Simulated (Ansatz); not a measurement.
Starting cell, CdSe (zinc blende):

```yaml
crystal:
  lattice:
    - [0.00000, 6.13327, 6.13327]
    - [3.06664, 0.00000, 3.06664]
    - [3.06664, 3.06664, 0.00000]
  atoms:
    - { symbol: Se, position: [0.37500, 0.75000, 0.75000] }
    - { symbol: Se, position: [0.87500, 0.75000, 0.75000] }
    - { symbol: Cd, position: [0.00000, 0.00000, 0.00000] }
    - { symbol: Cd, position: [0.50000, 0.00000, 0.00000] }
```

In each cell atom 2 (Se, nearest neighbour Cd at 2.656 Å; its periodic images, 4.3 Å or more away, move with it) moves by s·(1.000, 0.000, 0.000) (along Cartesian x), the rest being held.

Method: r2SCAN (plane waves to 500 eV, PAW, scalar-relativistic; Ansatz, a quantum-chemistry and plane-wave program). k mesh 4×8×8 (Γ-centred), Fermi-Dirac smearing 0.05 eV. F∥ is the force on the atom along that direction. CdSe was relaxed with its symmetry unable to fall. 

```csv
s (Å),F∥ (eV/Å)
-0.270,1.458
-0.216,1.183
-0.162,0.897
-0.108,0.604
-0.054,0.304
0.000,0.000
0.054,-0.306
0.108,-0.613
0.162,-0.918
0.216,-1.218
0.270,-1.512
```

**Question.** What is the force constant k = d²E/ds² of this move at s = 0?

**Answer.** 5.66 eV/Å². The forces along the line at the two nearest points give (0.304 − (-0.306)) / (2·0.054) = 5.65 eV/Å²; the next pair corrects for the finite step.

(A displaced cell: forces are minus the slopes of the energy, force constants its curvatures, and phonons follow from these.)
